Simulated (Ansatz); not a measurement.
The elements of this relaxed trial crystal are hidden behind letters.

```
lattice vectors (Å)
   4.2421    0.0000    0.0000
   0.0000    4.2421    0.0000
   0.0000    0.0000    4.2421
fractional positions
X 0.0000 0.0000 0.0000
Z 0.5000 0.5000 0.5000
Q 0.5000 0.0000 0.0000
Q 0.0000 0.0000 0.5000
Q 0.0000 0.5000 0.0000
```

Level of theory: DFT PBE, scalar-relativistic, plane waves, PAW (Ansatz 0.2.0). The final run on the 5-atom cell used 420 eV, a Γ-centred 10×10×10 mesh, 0.10 eV smearing and collinear spin.

- Space group: Pm-3m (No. 221)
- Conventional cell: a = 4.242 Å
- Volume per atom: 15.27 Å³
- Density: 4.87 g/cm³
- Formation energy: −1.96 eV/atom
- Gap on the 10×10×10 mesh of the 5-atom cell: 0 eV (a metal)
- Net moment per atom: 0.80 μB

Energies are uncorrected and count from the elements' standard states at the same level.

Q: X is a d-block element of period 4, Z is a p-block element of period 5 and Q is a p-block element of period 2. Which elements are they?

A: X = Cr, Z = In, Q = F, so the formula is CrInF3, here in the cubic perovskite type. Density times volume gives a mean mass of 4.87 × 15.27/1.6605 = 44.8 u per atom, and this set has 44.8 u. Cr is surrounded by 6 F at 2.12 Å; around In lie 12 F at 3.00 Å (long contacts); F has 2 Cr at 2.12 Å, 4 In at 3.00 Å and 8 F at 3.00 Å. Other sets within the hints have nearly the same mass, so mass alone doesn't settle it; this one was computed.

In such compounds of Cr a zero gap at this level may well be an artefact, since no Hubbard U is applied. The magnetic state reached may not be the lowest. Symmetry constrained the relaxation, so the result can be a saddle point.
